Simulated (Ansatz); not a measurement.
YC:
```
YC
1.0
    0.00000     2.51622     2.51622
    2.51622     0.00000     2.51622
    2.51622     2.51622     0.00000
C Y
1 1
Direct
  0.00000   0.00000   0.00000
  0.50000   0.50000   0.50000
```

Relaxed with PBEsol. Special points in fractions of this cell's reciprocal vectors: Γ (0.000, 0.000, 0.000); X (0.500, 0.000, 0.500); U (0.625, 0.250, 0.625); K (0.375, 0.375, 0.750); L (0.500, 0.500, 0.500); W (0.500, 0.250, 0.750).

Q: List the band energies nearest the Fermi level at these points for the program Ansatz at the PBEsol with spin–orbit coupling level (PAW).

A: In eV from the Fermi level; about four levels below and three above (degenerate sets whole), none deeper than 8.9 eV; points with the same levels are listed once.

| k | below | above |
|---|---|---|
| Γ | – | 1.54 1.54 1.59 1.59 1.59 1.59 |
| X | -8.58 -8.58 -0.70 -0.70 | 0.54 0.54 0.88 0.88 |
| U | -0.76 -0.76 -0.11 -0.11 | 3.06 3.06 6.90 6.90 |
| L | -1.11 -1.11 -1.10 -1.10 | 6.56 6.56 6.58 6.58 |
| W | -0.78 -0.78 -0.64 -0.64 | 4.67 4.67 4.69 4.69 |

Space group Fm-3m (rock salt). The start of the workflow was typed in or built on a structure type; the Crystallography Open Database copy checked does not list it. Whether it is the stable phase at ambient conditions was not checked. Symmetry was held in the PBEsol relaxation; its stability against distortions is not shown here. The run is not spin-polarised.

Potentials: the later of the program's two PAW sets.
